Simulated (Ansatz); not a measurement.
Ti2Cd:
```yaml
crystal:
  lattice:
    - [-1.42026, 1.42026, 6.75419]
    - [1.42026, -1.42026, 6.75419]
    - [1.42026, 1.42026, -6.75419]
  atoms:
    - { symbol: Ti, position: [0.67723, 0.67723, 0.00000] }
    - { symbol: Ti, position: [0.32277, 0.32277, 0.00000] }
    - { symbol: Cd, position: [0.00000, 0.00000, 0.00000] }
```

Relaxed with r²SCAN.

**Question.** Which orbitals make up the states near the Fermi level in r²SCAN in the plane-wave PAW code Ansatz?

**Answer.** Within 0.5 eV of the Fermi level: Ti 3d 80 %, outside the projected shells 13 %. Projections are on Löwdin-orthogonalised atomic valence shells; empty p or d shells of many metals are not among them.

**Question.** Tabulate the density of states.

**Answer.** States/eV per cell of 3 atoms, in 0.25 eV bins, energy from the Fermi level.

```csv
E (eV),total,Ti 3d,Ti 4s,Cd 5s
-7.85,0.30,0.00,0.06,0.10
-7.60,0.32,0.00,0.10,0.18
-7.35,0.32,0.01,0.10,0.19
-7.10,0.32,0.01,0.10,0.19
-6.85,0.31,0.01,0.09,0.18
-6.60,0.30,0.01,0.09,0.18
-6.35,0.30,0.02,0.09,0.18
-6.10,0.30,0.02,0.08,0.18
-5.85,0.30,0.02,0.09,0.18
-5.60,0.35,0.02,0.13,0.17
-5.35,0.40,0.03,0.16,0.17
-5.10,0.43,0.03,0.19,0.17
-4.85,0.47,0.04,0.21,0.17
-4.60,0.51,0.05,0.24,0.17
-4.35,0.56,0.06,0.27,0.17
-4.10,0.61,0.08,0.30,0.17
-3.85,0.66,0.10,0.33,0.17
-3.60,0.71,0.12,0.35,0.17
-3.35,0.81,0.17,0.38,0.17
-3.10,0.96,0.24,0.44,0.18
-2.85,1.00,0.30,0.43,0.18
-2.60,1.41,0.57,0.48,0.24
-2.35,2.50,1.49,0.59,0.25
-2.10,2.51,1.73,0.49,0.12
-1.85,2.21,1.57,0.39,0.09
-1.60,2.87,2.31,0.28,0.08
-1.35,3.44,2.97,0.13,0.06
-1.10,4.05,3.51,0.10,0.05
-0.85,4.82,3.77,0.12,0.07
-0.60,2.90,2.12,0.15,0.03
-0.35,2.06,1.51,0.11,0.02
-0.10,1.13,0.84,0.06,0.02
0.15,2.27,1.96,0.06,0.02
0.40,3.13,2.59,0.08,0.12
0.65,3.34,2.86,0.07,0.07
0.90,3.58,3.24,0.08,0.04
1.15,3.51,3.16,0.08,0.05
1.40,7.36,6.89,0.11,0.05
1.65,4.01,3.62,0.16,0.02
1.90,3.52,3.16,0.12,0.02
2.15,2.98,2.68,0.08,0.02
2.40,3.87,3.50,0.11,0.03
2.65,1.53,1.30,0.07,0.02
2.90,3.24,2.99,0.06,0.04
3.15,4.97,4.60,0.12,0.08
```

Space group I4/mmm (MoSi2 or CaC2 type). The workflow started from a Materials Project entry (that database holds measured and hypothetical structures alike); the Crystallography Open Database files this formula in space group No. 139, but the cells were not matched. Its standing as an ambient phase is unchecked. The r²SCAN relaxation kept the symmetry of its start; whether a distortion lowers the energy is not shown. No spin polarisation was allowed. Spin–orbit coupling is left out wherever it is not named.

Potentials: the later of the program's two PAW sets.
